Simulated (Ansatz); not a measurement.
## K3Li: pressure against volume

K3Li, Fm-3m, a = 9.825 Å. The structure is a Materials Project entry; whether it is the stable form wasn't checked. Ansatz: r2SCAN, PAW, 500 eV, Γ-centred 8×8×8 mesh on 4 atoms, Gaussian smearing 0.10 eV; no spin polarisation. Symmetry fixes shape and atoms, so the cell is only scaled; pressure is positive in compression.

| V (Å³/atom) | P (GPa) |
| --- | --- |
| 55.715 | 0.31 |
| 57.494 | 0.15 |
| 59.272 | 0.01 |
| 61.050 | ? |
| 62.828 | -0.22 |

Task: Take V0 = 59.272 Å³/atom, count pressures from its P0 = 0.01 GPa, fit the third-order Birch–Murnaghan form to the other rows, and predict the missing pressure.

Result: With the Eulerian strain f = ½[(V0/V)^(2/3) − 1] and y = (P − P0)/[3f(1 + 2f)^(5/2)], the form is the line y = B0 + 1.5 B0 (B0′ − 4) f. Rows (f, y): 0.02106, 4.28; 0.01026, 4.32; -0.01905, 4.43. Means f = 0.004090, y = 4.3433; Σ(Δf)² = 0.0008615, ΣΔfΔy = -0.003224; the slope is their ratio. y = 4.359 − 3.743 f GPa, so B0 = 4.4 GPa and B0′ = 4 + 2 × (-3.743)/(3 × 4.359) = 3.43. At V = 61.050, f = -0.00976, y = 4.396 and P = -0.11 GPa. The run gave -0.11 GPa, the same to the digits shown.